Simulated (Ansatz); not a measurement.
SiO₂ in space group Pn-3m (No. 224; Si on 2a, O on 4b), a = b = c = 3.7558 Å, α = β = γ = 90.00°.

This is the LDA-relaxed structure.

**Question.** All from the program Ansatz at the LDA level (PAW), unless another level is named. Estimate the electronic dielectric constant ε∞ (DFPT).

**Answer.** 3.33.

**Question.** Predict the Born charges (a third of the trace).

**Answer.** Si +3.87, O -1.93 e.

**Question.** Next, the static dielectric constant ε0 (ions relaxed, cell fixed)?

**Answer.** 9.96.

The workflow started from a Materials Project entry (that database holds measured and hypothetical structures alike); the Crystallography Open Database copy checked does not list it. It is not the phase usual at ambient conditions (space group No. 92, 152, 154). The cell was relaxed with LDA under the symmetry of its start; its stability against distortions is not shown here.

Potentials: the earlier of the program's two PAW sets. The files were generated under PBE; for other functionals the program regenerates the frozen cores, and for LDA and PBEsol the local potential too.
